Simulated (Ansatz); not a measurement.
Relaxing a structure of Ga2O3

The start is a relaxed Ga2O3 cell displaced along its unstable phonon at q = (½, ½, 0) of its primitive reciprocal cell (167i cm⁻¹), largest move 0.15 Å. The structure is fully relaxed (lattice and positions, P = 0) with PBEsol (plane waves to 420 eV, PAW, scalar-relativistic; Ansatz, a first-principles code). First-step values are on the input's coarse k-mesh.

Ansatz input (later rounds restart from its end on a renewed k-mesh):
Ansatz 0.2 input:
```yaml
crystal:
  lattice:
    - [4.8731366342, 2.8135067476, 4.9000879852]
    - [0, 2.8135067476, 4.9000879852]
    - [0, -2.8135067475, 2.4500439926]
  atoms:
    - { symbol: O, position: [0.700493148, 0.781058659, 0.4760052206] }
    - { symbol: O, position: [0.200493148, 0.817955045, 0.5239947794] }
    - { symbol: O, position: [0.1488559827, 0.2212588208, 0.8167915997] }
    - { symbol: O, position: [0.6506508693, 0.1797274752, 0.7822221043] }
    - { symbol: O, position: [0.1506508693, 0.5189707861, 0.2177778957] }
    - { symbol: O, position: [0.6488559827, 0.4810292139, 0.1832084003] }
    - { symbol: Ga, position: [-0.00677281, 0.3038924855, 0.2975588422] }
    - { symbol: Ga, position: [0.50677281, 0.2869046535, 0.2932382968] }
    - { symbol: Ga, position: [0.00677281, 0.6995497265, 0.7067617032] }
    - { symbol: Ga, position: [0.49322719, 0.7096531345, 0.7024411578] }
basis: { ecutwfc: 420, ecutrho_ratio: 4, xc_grid: 2, fft_grid_basis: typed }
kpoints: { mp_grid: { grid: [6, 6, 6] } }
hamiltonian:
  xc: pbesol
  dispersion: none
  pseudopotentials: { azcp: { folder: ./paw }, kind: paw }
scf: { occupations: { method: fermi_dirac, width: 0.05 } }
relax: { f_tol: 0.01, max_steps: 100, cell: { stress_tol: 0.02 } }
output: { forces: true, stress: true }
```

| Property | Result |
|---|---|
| Relative to the parent | It does not go back: it reaches C2 (No. 5), 0.201 eV/atom below the parent |
| Shortest distances (start → end) | The closest pairs of elements (up to four, under 3.6 Å), start → end: Ga–O 1.91 → 1.86 Å; O–O 2.46 → 2.70 Å; Ga–Ga 2.86 → 3.10 Å |
| Band gap at the end | 1.47 eV, indirect (valence top at k = (0.1667, 0.1667, 0.3333), conduction bottom at Γ) (no spin-orbit coupling) |
| Optimiser moves | 14 |

Relaxed structure:

```cif
data_Ga4O6
_chemical_formula_sum 'O6 Ga4'
_space_group_name_H-M_alt 'C2'
_space_group_IT_number 5
_space_group_name_Hall 'C 2y'
_cell_length_a 3.58304
_cell_length_b 5.05931
_cell_length_c 6.27039
_cell_angle_alpha 90.000
_cell_angle_beta 106.171
_cell_angle_gamma 90.000
loop_
_atom_site_label
_atom_site_type_symbol
_atom_site_symmetry_multiplicity
_atom_site_Wyckoff_symbol
_atom_site_fract_x
_atom_site_fract_y
_atom_site_fract_z
_atom_site_occupancy
O1 O 4 c 0.33523 0.13626 0.17301 1
O2 O 2 b 0.50000 0.73750 0.50000 1
Ga1 Ga 2 a 0.00000 0.38537 0.00000 1
Ga2 Ga 2 b 0.50000 0.10461 0.50000 1
```
(The calculation used a cell of 5 atoms; values per cell refer to that cell.)

Final values are on a 12×12×6 k-mesh of the relaxed cell. No spin polarisation in the result.

The run could not lose the symmetry of its start, so the end can be a saddle point.

The relaxed structure here is a generated cell of Ga2O3: the first start was made by placing the elements on the sites of a structure type, and the end was not matched to a known phase here, so it may be hypothetical. Known forms of Ga2O3 include space group No. 12, 167.
